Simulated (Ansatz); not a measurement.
**Bi2Se3 — Bi-209 NMR of the central transition**

Cell: a computed structure from the Materials Project (it need not be an observed phase) whose atoms were relaxed with PBE, the cell held.

```
Bi Se
1.0
     2.09568    1.20994    9.97623
    -2.09568    1.20994    9.97623
     0.00000   -2.41989    9.97623
Bi Se
2 3
Direct
  0.39818 0.39818 0.39818
  0.60182 0.60182 0.60182
  0.00000 0.00000 0.00000
  0.21632 0.21632 0.21632
  0.78368 0.78368 0.78368
```

Sites (sets of like atoms) are named by element and the number of their first atom in this list.

All values are calculated (Ansatz; DFT, LDA, plane waves and PAW, scalar-relativistic, 420 eV cutoff, Γ-centred 8×8×8 k-points, Fermi–Dirac smearing 0.02 eV), not measured.

Bi-209 has I = 9/2 and Q = -516.0 mb (Pyykkö 2018); at 23.5 T its Larmor frequency is ν₀ = 163.6 MHz (from the bare nuclear moment; shielding lowers the observed one by a per cent or two). Only the quadrupole interaction is simulated: positions count from each site's isotropic chemical shift, and J coupling is left out, as are shift anisotropy and dipolar coupling, which fast spinning averages.

Simulated pattern of one Bi site (fast magic-angle spinning, Gaussian broadening 0.01 kHz):

```json
{"offset (kHz)": "-0.3677", "height": "0"}
{"offset (kHz)": "-0.3591", "height": "0"}
{"offset (kHz)": "-0.3504", "height": "3"}
{"offset (kHz)": "-0.3418", "height": "4"}
{"offset (kHz)": "-0.3332", "height": "5"}
{"offset (kHz)": "-0.3245", "height": "4"}
{"offset (kHz)": "-0.3159", "height": "5"}
{"offset (kHz)": "-0.3073", "height": "5"}
{"offset (kHz)": "-0.2986", "height": "5"}
{"offset (kHz)": "-0.2900", "height": "5"}
{"offset (kHz)": "-0.2813", "height": "5"}
{"offset (kHz)": "-0.2727", "height": "5"}
{"offset (kHz)": "-0.2641", "height": "5"}
{"offset (kHz)": "-0.2554", "height": "5"}
{"offset (kHz)": "-0.2468", "height": "6"}
{"offset (kHz)": "-0.2382", "height": "6"}
{"offset (kHz)": "-0.2295", "height": "12"}
{"offset (kHz)": "-0.2209", "height": "66"}
{"offset (kHz)": "-0.2122", "height": "71"}
{"offset (kHz)": "-0.2036", "height": "49"}
{"offset (kHz)": "-0.1950", "height": "42"}
{"offset (kHz)": "-0.1863", "height": "37"}
{"offset (kHz)": "-0.1777", "height": "35"}
{"offset (kHz)": "-0.1691", "height": "33"}
{"offset (kHz)": "-0.1604", "height": "33"}
{"offset (kHz)": "-0.1518", "height": "33"}
{"offset (kHz)": "-0.1432", "height": "32"}
{"offset (kHz)": "-0.1345", "height": "32"}
{"offset (kHz)": "-0.1259", "height": "33"}
{"offset (kHz)": "-0.1172", "height": "34"}
{"offset (kHz)": "-0.1086", "height": "35"}
{"offset (kHz)": "-0.1000", "height": "37"}
{"offset (kHz)": "-0.0913", "height": "40"}
{"offset (kHz)": "-0.0827", "height": "44"}
{"offset (kHz)": "-0.0741", "height": "51"}
{"offset (kHz)": "-0.0654", "height": "64"}
{"offset (kHz)": "-0.0568", "height": "100"}
{"offset (kHz)": "-0.0481", "height": "67"}
{"offset (kHz)": "-0.0395", "height": "4"}
{"offset (kHz)": "-0.0309", "height": "0"}
```

Q: Which |C_Q| and η does the pattern imply?

A: The pattern spans 0.302 kHz before broadening and its centre of gravity is at -0.141 kHz, which fixes P_Q; the places of the horns and steps fix η. That gives P_Q = 4.08 MHz, |C_Q| = 4.08 MHz and η = 0.00. The sign of C_Q can't be read from the pattern.

An axis of threefold or higher order runs through Bi, so V_zz lies along it and η is zero.

Spin–orbit coupling is left out, which shifts gradients on Bi by a few per cent in wide-gap crystals, and can shift them far more where the calculated gap is small or absent, as here. Newer work puts Q(²⁰⁹Bi) near −420 mb, which would lower these couplings by about a fifth. With a gap of 0.3 eV on this mesh, small gradients can still move by 0.1 × 10²¹ V/m² or more as the k-mesh gets denser.
